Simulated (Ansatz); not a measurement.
Given:

CuNi3N:
```
CuNi3N
1.0
    3.70922     0.00000     0.00000
    0.00000     3.70922     0.00000
    0.00000     0.00000     3.70922
Cu Ni N
1 3 1
Direct
  0.00000   0.00000   0.00000
  0.00000   0.50000   0.50000
  0.50000   0.00000   0.50000
  0.50000   0.50000   0.00000
  0.50000   0.50000   0.50000
```
The run is spin-polarised, in the one order tried: ferromagnetic.

This is the HSE06-relaxed structure.

Task: All from DFT-HSE06 in the program Ansatz with PAW potentials, unless another level is named. Give the net moment.

Result: 0.34 μB per atom.

Task: Next, the Bader charges?

Result: Cu +0.10, Ni +0.37, N -1.22 e.

Space group Pm-3m (anti-perovskite). The workflow started from a Materials Project entry (that database holds measured and hypothetical structures alike); the Crystallography Open Database copy checked does not list it. Whether it is the stable phase at ambient conditions was not checked. Symmetry was held in the HSE06 relaxation; whether a distortion lowers the energy is not shown. Magnetic state: ferromagnetic, the only order run, not a proven ground state. Other orbital occupations within this spin state were not tried. For itinerant 3d metals, meta-GGAs of the SCAN family and hybrids are commonly reported to give too large moments. The hybrid run found no gap, on a coarse k-mesh.

Potentials: the later of the program's two PAW sets.
